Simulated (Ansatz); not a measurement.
Rh (fcc (Cu type), Fm-3m) under volume change, plane-wave PAW PBE (Ansatz code), scaled uniformly.

```
V (Å³/atom)  E − E(relaxed) (meV/atom)  P (GPa)
-----------  -------------------------  -------
12.782                           110.9    30.94
13.204                            46.1    18.68
13.625                            10.8     8.48
14.047                             0.0     0.00
14.468                             9.6    -7.04
14.889                            36.0   -12.88
15.311                            76.4   -17.70
```

Task: What does a third-order Birch–Murnaghan fit give for V₀, B₀ and B′?

Result: V₀ = 14.05 Å³/atom, B₀ = 257 GPa, B′ = 5.2.

The cell was relaxed with PBE under the symmetry of its start. No spin polarisation was allowed.

Potentials: the earlier of the program's two PAW sets.
